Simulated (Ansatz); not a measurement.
# BPd₃Br, a known structure type with other elements, at an estimated volume

```yaml
crystal:
  lattice:
    - [4.20736, 0.00000, 0.00000]
    - [0.00000, 4.20736, 0.00000]
    - [0.00000, 0.00000, 4.20736]
  atoms:
    - { symbol: B, position: [0.50000, 0.50000, 0.50000] }
    - { symbol: Pd, position: [0.00000, 0.50000, 0.50000] }
    - { symbol: Pd, position: [0.50000, 0.00000, 0.50000] }
    - { symbol: Pd, position: [0.50000, 0.50000, 0.00000] }
    - { symbol: Br, position: [0.00000, 0.00000, 0.00000] }
```

Level: r2SCAN, no spin polarisation; 500 eV; 6×6×6 Γ-centred mesh; gaussian occupations (width 0.0151 eV); Ansatz 0.2.0, fixed geometry.

(1) Is there a gap?

(2) Which element gives electrons and which takes them?

(3) Is it stable against the elements?

(4) Is the cell too large or too small?

Origin: a known structure type with other elements, at an estimated volume, so it need not be a known compound.

Answers

(1) It is a metal on this mesh, though the bands barely overlap, with about 0.77 states/eV a cell as the mean within 0.25 eV of the Fermi level, mostly Pd d (40 %), B p (23 %) and Br p (21 %).

(2) Bader charges in e: B +0.09, Pd +0.06, Br -0.28. In the mean B gives up most and Br takes most.

(3) 0.07 eV an atom against the elements' usual phases (free molecules for gases, crystals otherwise, with no correction for O₂ or N₂), so at this geometry it isn't bound against them. Relaxing would lower it.

(4) The pressure is 5.1 GPa (compression positive), so with the atoms held at these fractions the cell would first expand.
